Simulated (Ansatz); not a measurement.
Al2Cu (MoSi2 or CaC2 type, space group No. 139) under volume change, PBE in the plane-wave PAW code Ansatz, shape and atoms relaxed at each volume.

```
V (Å³/atom)  E − E(relaxed) (meV/atom)     P (GPa)
-----------  -------------------------  ----------
13.793                            38.4        9.82
14.247                      (withheld)  (withheld)
14.702                             3.7        2.74
15.157                             0.0        0.00
15.611                             3.4       -2.32
16.066                      (withheld)  (withheld)
16.521                            27.4       -5.96
```

Problem. Some entries are withheld; supply them.

Solution. 
- 16.066, E − E(relaxed) (meV/atom): 12.8
- 16.066, P (GPa): -4.29
- 14.247, E − E(relaxed) (meV/atom): 16.0
- 14.247, P (GPa): 6.02

Problem. What does a third-order Birch–Murnaghan fit give for V₀, B₀ and B′?

Solution. V₀ = 15.16 Å³/atom, B₀ = 84.1 GPa, B′ = 4.5.

Space group I4/mmm (MoSi2 or CaC2 type). The cell is a constructed one: a structure type filled with these elements; the Crystallography Open Database copy checked does not list it. It is not the phase usual at ambient conditions (space group No. 140). Symmetry was held in the PBE relaxation; its stability against distortions is not shown here. The run is not spin-polarised.

Potentials: the later of the program's two PAW sets.
